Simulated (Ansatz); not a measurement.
# Is this Ga4AsP3 structure a true minimum?

The cell was found from a structure generator's guess, not taken from experiment.

These are results of DFT PBE, scalar-relativistic, plane waves, PAW in Ansatz, not measurements. Cutoff 420 eV; k points 8×8×4 on the computed 8-atom cell (Γ-centred); Gaussian smearing, width 0.02 eV; no spin polarisation.

The cell below (8 atoms, space group P-4m2 (No. 115)) is relaxed within its symmetry.

```yaml
crystal:
  lattice:
    - [3.93467, 0.00000, 0.00000]
    - [0.00000, 3.93467, 0.00000]
    - [0.00000, 0.00000, 11.12960]
  atoms:
    - { symbol: Ga, position: [0.50000, 0.00000, 0.86796] }
    - { symbol: Ga, position: [0.00000, 0.50000, 0.62257] }
    - { symbol: Ga, position: [0.50000, 0.00000, 0.37743] }
    - { symbol: Ga, position: [0.00000, 0.50000, 0.13204] }
    - { symbol: P, position: [0.00000, 0.00000, 0.50000] }
    - { symbol: P, position: [0.50000, 0.50000, 0.25466] }
    - { symbol: P, position: [0.50000, 0.50000, 0.74534] }
    - { symbol: As, position: [0.00000, 0.00000, 0.00000] }
```

For the test it was strained at random (σ = 1.5 % a component), the atoms were moved at random (σ = 0.05 Å), and all was relaxed again on a coarse 4×4×2 mesh (in the run’s order of axes) with 0.10 eV smearing, with no symmetry imposed.

Task: Is the structure stable against such a distortion?

Result: It returns, within 1 meV/atom of the unmoved cell on that mesh and with the same symmetry when read at 0.1 Å. No instability shows in this cell; modes of other wave vectors, which need another repeat, aren't tested.
